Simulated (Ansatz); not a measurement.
A relaxed structure of PbSe. Space group Fm-3m (No. 225), rock salt type. All values below come from r2SCAN (plane waves to 500 eV, PAW, scalar-relativistic; Ansatz, a first-principles code).

```cif
data_Pb4Se4
_chemical_formula_sum 'Pb4 Se4'
_space_group_name_H-M_alt 'Fm-3m'
_space_group_IT_number 225
_space_group_name_Hall '-F 4 2 3'
_cell_length_a 6.17728
_cell_length_b 6.17728
_cell_length_c 6.17728
_cell_angle_alpha 90.000
_cell_angle_beta 90.000
_cell_angle_gamma 90.000
loop_
_atom_site_label
_atom_site_type_symbol
_atom_site_symmetry_multiplicity
_atom_site_Wyckoff_symbol
_atom_site_fract_x
_atom_site_fract_y
_atom_site_fract_z
_atom_site_occupancy
Pb1 Pb 4 a 0.00000 0.00000 0.00000 1
Se1 Se 4 b 0.50000 0.50000 0.50000 1
```
(The calculation used a cell of 2 atoms; values per cell refer to that cell.)

Question: Predict the band gap from r2SCAN.

Answer: 0.67 eV, direct at L (no spin-orbit coupling).

No spin polarisation in the result. Spin-orbit coupling is missing; with elements this heavy it can move band edges by tenths of an eV or more.

The run could not lose the symmetry of its start; a randomly shaken copy of 4 atoms returns to this structure.
